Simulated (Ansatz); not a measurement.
Values for one crystal, relaxed and computed with plane-wave PAW r²SCAN+D4 (Ansatz code); other levels are named.

```yaml
volume_per_atom: 15.17 Å³
electronic_character: metallic (no gap)
Elastic constants (relaxed ions, GPa): C11 = 345, C12 = 248, C44 = 76.1
Poisson's ratio: 0.39
Bulk modulus (Birch–Murnaghan fit): 279 GPa
hill_bulk_and_shear_moduli: 280 and 63.5 GPa
debye_temperature_from_the_elastic_constants: 235 K
```

Q: Which of these materials gives this?
A. Pt, fcc (Cu type)
B. K, bcc (W type)
C. Sr, fcc (Cu type)
D. Pb, fcc (Cu type)

A: A, Pt, fcc (Cu type)

Space group Fm-3m (fcc (Cu type)). The cell was relaxed with r²SCAN+D4 under the symmetry of its start. The run is not spin-polarised. The pairwise dispersion correction was not fitted to metals. As this level gives no gap, shear constants depend on the k-mesh and smearing (Fermi–Dirac, 0.1 eV here). On the denser mesh and wider smearing of the elastic run this cell carries a stress of 0.3 GPa. Scalar-relativistic: spin–orbit coupling is off unless named, which matters more the heavier the elements.

Potentials: the later of the program's two PAW sets.
